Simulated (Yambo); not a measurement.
AgI (wurtzite, space group P6_3mc, No. 186), G0W0@LDA in Yambo (3×3×2 mesh, plasmon pole; 7 Ry block, no terminator). The number N of bands in W and G is varied.

```json
[
 {"N": "78", "x = 1/N": "0.01282", "gap Γ → Γ (eV)": "2.381", "shift of the valence edge (eV)": "-0.219"},
 {"N": "115", "x = 1/N": "0.00870", "gap Γ → Γ (eV)": "2.282", "shift of the valence edge (eV)": "-0.371"},
 {"N": "159", "x = 1/N": "0.00629", "gap Γ → Γ (eV)": "2.258", "shift of the valence edge (eV)": "-0.481"},
 {"N": "204", "x = 1/N": "0.00490", "gap Γ → Γ (eV)": "?", "shift of the valence edge (eV)": "?"}
]
```

Q: Basis-set arguments suggest E = E∞ + A x. Fix A and E∞ from the two rows above the withheld one, predict the row at 204 bands, and test the form.

A: Gap: A = (2.258 − (2.282))/(0.00629 − 0.00870) = 9.96, E∞ = 2.195 eV, so 2.244 eV is predicted; the run gave 2.266 eV (miss 22 meV). The first two rows have slope 24.0, so the form doesn't hold yet over the whole range. Shift: A = (-0.481 − (-0.371))/(0.00629 − 0.00870) = 45.6, E∞ = -0.768 eV, so -0.544 eV is predicted; the run gave -0.565 eV (miss 21 meV). The first two rows have slope 36.9, so the form doesn't hold yet over the whole range. The other settings are held fixed.

Spin-orbit coupling is not included.

Geometry relaxed with LDA; primitive cell a = 4.482 Å, b = 4.482 Å, c = 7.334 Å, α = 90.00°, β = 90.00°, γ = 120.00°.

A shift is the quasiparticle energy of the state minus its LDA energy.
